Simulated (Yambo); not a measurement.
G0W0@LDA for KCl (rock salt, space group Fm-3m, No. 225) in Yambo. Reference settings: 4×4×4 Γ-centred k mesh, 136 bands and a 10 Ry block in the screening, 136 bands in G with the Bruneval-Gonze terminator, plasmon pole fitted at 27.2 eV. The LDA gap Γ → Γ on this mesh is 5.12 eV; G0W0 gaps are taken between the same points.

The settings were changed. The gap went from 8.42 eV to 8.21 eV, and the shift of the valence edge from -2.22 eV to -1.77 eV.

Q: Which change was made?
(A) 2 Ry block
(B) 44 bands in G, no terminator
(C) 84 bands in G
(D) 8 Ry block

A: B, 44 bands in G, no terminator. The others gave (gap, valence shift): 8 Ry block: 8.39, -2.17 eV; 84 bands in G: 8.42, -2.21 eV; 2 Ry block: 7.90, -1.76 eV.

Geometry relaxed with LDA; primitive cell a = 4.296 Å, b = 4.296 Å, c = 4.296 Å, α = 60.00°, β = 60.00°, γ = 60.00°.

A shift is the quasiparticle energy of the state minus its LDA energy.
